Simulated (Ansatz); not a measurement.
Sc₆Te₂Rh:
```yaml
crystal:
  lattice:
    - [7.77050, 0.00000, 0.00000]
    - [-3.88525, 6.72945, 0.00000]
    - [0.00000, 0.00000, 3.79332]
  atoms:
    - { symbol: Sc, position: [0.24124, 0.00000, 0.00000] }
    - { symbol: Sc, position: [0.75876, 0.75876, 0.00000] }
    - { symbol: Sc, position: [0.00000, 0.24124, 0.00000] }
    - { symbol: Sc, position: [0.60943, 0.00000, 0.50000] }
    - { symbol: Sc, position: [0.39057, 0.39057, 0.50000] }
    - { symbol: Sc, position: [0.00000, 0.60943, 0.50000] }
    - { symbol: Rh, position: [0.00000, 0.00000, 0.50000] }
    - { symbol: Te, position: [0.33333, 0.66667, 0.00000] }
    - { symbol: Te, position: [0.66667, 0.33333, 0.00000] }
```

Relaxed with r²SCAN. Special points in fractions of this cell's reciprocal vectors: Γ (0.000, 0.000, 0.000); M (0.500, 0.000, 0.000); K (0.333, 0.333, 0.000); A (0.000, 0.000, 0.500); L (0.500, 0.000, 0.500); H (0.333, 0.333, 0.500).

**Question.** List the band energies nearest the Fermi level at these points for the program Ansatz at the r²SCAN with spin–orbit coupling level (PAW).

**Answer.** In eV from the Fermi level; about four levels below and three above (degenerate sets whole), none deeper than 8.9 eV; points with the same levels are listed once.

```tsv
k	below	above
Γ	-1.74 -1.74 -1.05 -1.05	0.16 0.16 0.22 0.22
M	-0.61 -0.61 -0.49 -0.49	0.78 0.78 1.01 1.01
K	-0.51 -0.51 -0.46 -0.46	0.93 0.93 1.02 1.02 1.02 1.02
A	-0.49 -0.49 -0.49 -0.49 -0.20 -0.20	0.24 0.24 0.29 0.29
L	-0.36 -0.36 -0.12 -0.12	0.02 0.02 0.15 0.15
H	-0.06 -0.06 -0.04 -0.04	0.00 0.00 0.24 0.24
```

Space group P-62m. The workflow started from an entry of the Crystallography Open Database (COD). Its standing as an ambient phase is unchecked. The r²SCAN relaxation kept the symmetry of its start; its stability against distortions is not shown here. The run is not spin-polarised. With an odd number of electrons in the cell and no spin polarisation, the count alone makes it a metal.

Potentials: the later of the program's two PAW sets.
